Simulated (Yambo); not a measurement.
## Optical response of CdClOH monolayer

```
CELL_PARAMETERS angstrom
      3.64597     0.00000     0.00000
     -1.82299     3.15750     0.00000
      0.00000     0.00000    16.50000
ATOMIC_POSITIONS crystal
  H  0.00000 0.00000 0.10632
  O  0.00000 0.00000 0.04764
  Cl 0.33333 0.66667 0.89368
  Cd 0.66667 0.33333 0.98508
```

Yambo, RPA with local fields on PBEsol bands; 18×18×1 mesh, 108 bands, 2 Ry local-field block, 0.2 eV broadening; field along x.

| E (eV) | Im α (Å) | Re α (Å) | Im α, independent particles |
|---|---|---|---|
| 0.0 | 0.00 | 1.09 | 0.00 |
| 0.5 | 0.01 | 1.10 | 0.01 |
| 1.0 | 0.01 | 1.12 | 0.01 |
| 1.5 | 0.02 | 1.16 | 0.02 |
| 2.0 | 0.03 | 1.22 | 0.03 |
| 2.5 | 0.07 | 1.32 | 0.07 |
| 3.0 | 0.16 | 1.45 | 0.16 |
| 3.5 | 0.44 | 1.66 | 0.45 |
| 4.0 | 0.75 | 1.34 | 0.76 |
| 4.5 | 0.69 | 1.22 | 0.70 |
| 5.0 | 0.68 | 1.20 | 0.70 |
| 5.5 | 0.76 | 1.39 | 0.84 |
| 6.0 | 1.20 | 1.41 | 1.37 |
| 6.5 | 1.45 | 1.05 | 1.65 |
| 7.0 | 1.50 | 0.79 | 1.72 |
| 7.5 | 1.71 | 0.61 | 1.99 |
| 8.0 | 1.43 | 0.04 | 1.65 |
| 8.5 | 1.12 | -0.13 | 1.31 |
| 9.0 | 0.81 | -0.02 | 1.01 |
| 9.5 | 0.79 | 0.22 | 1.13 |
| 10.0 | 0.87 | 0.19 | 1.25 |
| 10.5 | 0.84 | 0.23 | 1.30 |
| 11.0 | 0.96 | 0.20 | 1.46 |
| 11.5 | 1.00 | 0.12 | 1.42 |
| 12.0 | 1.17 | 0.01 | 1.44 |
| 12.5 | 1.10 | -0.34 | 1.08 |
| 13.0 | 0.77 | -0.37 | 0.82 |
| 13.5 | 0.68 | -0.28 | 0.76 |
| 14.0 | 0.67 | -0.28 | 0.72 |
| 14.5 | 0.56 | -0.26 | 0.63 |
| 15.0 | 0.62 | -0.27 | 0.64 |
| 15.5 | 0.54 | -0.28 | 0.57 |
| 16.0 | 0.51 | -0.27 | 0.52 |
| 16.5 | 0.50 | -0.29 | 0.50 |
| 17.0 | 0.46 | -0.28 | 0.48 |
| 17.5 | 0.43 | -0.32 | 0.43 |
| 18.0 | 0.36 | -0.30 | 0.37 |
| 18.5 | 0.34 | -0.29 | 0.34 |
| 19.0 | 0.29 | -0.26 | 0.30 |
| 19.5 | 0.28 | -0.23 | 0.28 |
| 20.0 | 0.29 | -0.20 | 0.27 |

α is the in-plane polarisability per area of the layer, a length; absorbance is 4πω Im α/c. Structure narrower than a few tenths of an eV can come from the finite k mesh. Convergence of the RPA response with its 18×18×1 mesh was not tested. No excitonic effects at this level.

Spin-orbit coupling is included.

Geometry relaxed with PBEsol.

This is a model layer cut from the bulk structure; whether it is stable on its own was not checked.
